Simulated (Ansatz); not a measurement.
## Cold compression of AgAu

```xyz
2
Lattice="1.4576 0.8415 4.7306 -1.4576 0.8415 4.7306 0.0000 -1.6831 4.7306" Properties=species:S:1:pos:R:3 pbc="T T T"
Ag    0.0000    0.0000    0.0000
Au    0.0000    0.0000    7.0960
```

The base volume is that of a database entry, so it needn't be at zero pressure; the structure needn't be the stable phase, at rest or compressed.

Its volume is scaled at fixed shape and fractional positions.

Computed with Ansatz 0.2.0; functional LDA, scalar-relativistic. Settings: a Γ-centred 14×14×14 k mesh, Fermi–Dirac smearing of 0.05 eV, no spin polarisation. Methods: LAPW: all electrons, basis error target 1 meV/atom; PAW: frozen-core files, cutoff 420 eV.

Energies are extrapolated to zero smearing and count from the unscaled cell; pressure is positive in compression; gaps take the mesh and a band path. No temperature or zero-point motion is included.

Spin–orbit coupling is left out, which matters for the heavy atoms. The PAW files were made under PBE.

```tsv
V/V0	V (Å³/atom)	P LAPW (GPa)	ΔE LAPW (eV/atom)	P PAW − LAPW (GPa)	ΔE PAW − LAPW (meV/atom)
1.00	17.41	-9.19	0.000	0.00	0.0
0.60	10.44	249.6	2.823	-0.10	-1.5
0.50	8.70	564.8	7.011	-0.05	-2.4
0.40	6.96	?	16.689	0.08	-2.5
```

Question: Fill in "P LAPW (GPa)" for the row "0.40".

Answer: 1338.

Question: From the table, what is the rise of the enthalpy H = E + pV up to the last row, and how stiff is the crystal between the last two rows?

Answer: ΔH = 16.689 eV + (1338 GPa × 6.96 Å³ + 9.19 GPa × 17.41 Å³) × 0.006242 eV/(GPa·Å³) = 75.82 eV/atom, of which pV makes 78 %. The mean bulk modulus there is −ΔP/Δln V = 3460 GPa.

Question: How do the Löwdin populations by LAPW change from the unscaled cell to the last row?

Answer: Ag 4s 1.99 → 1.94, Ag 5s 0.99 → 1.03, Au 5s 1.99 → 1.94, Au 6s 1.14 → 1.10 electrons an atom. These are projections on the shells that the free atoms fill; 0.28 e a cell lies outside them at the start and 0.42 e at the end.
